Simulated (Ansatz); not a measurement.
Computed scan of one atom of the cell: SrTiO3 (cubic perovskite)

Relaxed SrTiO3 (cubic perovskite):

```
CELL_PARAMETERS angstrom
      3.90695     0.00000     0.00000
      0.00000     3.90695     0.00000
      0.00000     0.00000     3.90695
ATOMIC_POSITIONS crystal
  Sr 0.00000 0.00000 0.00000
  Ti 0.50000 0.50000 0.50000
  O  0.00000 0.50000 0.50000
  O  0.50000 0.50000 0.00000
  O  0.50000 0.00000 0.50000
```

Scan: atom 1 (Sr, nearest neighbour O at 2.763 Å; its periodic images, 3.9 Å or more away, move with it) is displaced along Cartesian [110], direction (0.707, 0.707, 0.000) in Cartesian axes, by s. The other atoms stay.

Method: r2SCAN (plane waves to 500 eV, PAW, scalar-relativistic; Ansatz, a program for electronic structure). k mesh 7×7×7 (Γ-centred), Fermi-Dirac smearing 0.05 eV. Energies are smeared free energies. Stress and pressure are positive under compression. Left out: 2 of 11 points, with atoms too close for the PAW data. F∥ is the force on the atom along that direction. SrTiO3 is run without spin polarisation. SrTiO3 was relaxed with its symmetry unable to fall. ΔE is measured from the undisplaced structure.

```
s (Å)   ΔE (meV/cell)  F∥ (eV/Å)  P (GPa)
------  -------------  ---------  -------
-0.664           1445      6.189     13.4
-0.498            668      3.402      6.9
-0.332            254      1.732      2.9
-0.166             57      0.713      0.7
0.000               0      0.000      0.0
0.166              57     -0.713      0.7
0.332             254     -1.732      2.9
0.498             668     -3.402      6.9
0.664            1445     -6.189     13.4
```

What the scan shows:

| Property | Value |
|---|---|
| Energy at s = 0.664 Å | 1445 meV/cell |
| Force along the line at s = -0.664 Å | 6.19 eV/Å |
| Symmetry of the curve | even: the same for both signs |
| Shape of the curve | a single well with its minimum at or next to zero displacement |
| Force constant k = d²E/ds² at s = 0 (finite differences) | 3.99 eV/Å² |
| Harmonic estimate at the end of the scan | ½ks² = 879 meV/cell against the computed 1445 meV/cell, so the well is stiffer than harmonic there |

The 11 points together took roughly 2.8 core-minutes.

(For displaced atoms, the force is minus the slope of the energy, and its curvature is a force constant, which sets phonon frequencies.)
